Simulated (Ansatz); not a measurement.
YSe, DFT, LDA, PAW with Ansatz's default frozen-core files, scalar-relativistic (Ansatz 0.2.0), run on 1 thread of Arm Neoverse V2 on a shared host.

The geometry is COD entry 1527462, unchecked; take it as a test cell. The listed cell was then made from it by scaling, straining or moving an atom.

Command: `ansatz run input.yaml --threads 1 --pin off --max-ram 3072MiB --backend cpu --events-out ev --progress --plain --runs-dir out`

```yaml
crystal:
  lattice:
    - [-0.02875, 2.860625, 2.860625]
    - [2.860625, -0.02875, 2.860625]
    - [2.860625, 2.860625, -0.02875]
  atoms:
    - { symbol: "Y", position: [0.0, 0.0, 0.0] }
    - { symbol: Se, position: [0.5, 0.5, 0.5] }
kpoints:
  mp_grid: { grid: [7, 7, 7] }
scf:
  occupations: { method: fermi_dirac, width: 0.03 }
hamiltonian:
  xc: lda
  pseudopotentials: { kind: paw }
output:
  forces: true
  stress: true
  eigenvalues: true
  efg: { contact_densities: true }
```

Task: How large is the problem that the program sets up?

Result: 44 irreducible k-points, 941 plane waves at Γ, 18 bands.

Task: About how long does it take, and how much memory does it use?

Result: 3.5 s of wall time for 6 SCF iterations, with a peak of 0.37 GiB. Times on shared machines scatter by tens of per cent.

Task: And the same cell and mesh by crystal-made all-electron datasets, asked for forces, stress, eigenvalues, efg, on the same hardware?

Result: 8 s, peak memory 0.47 GiB.
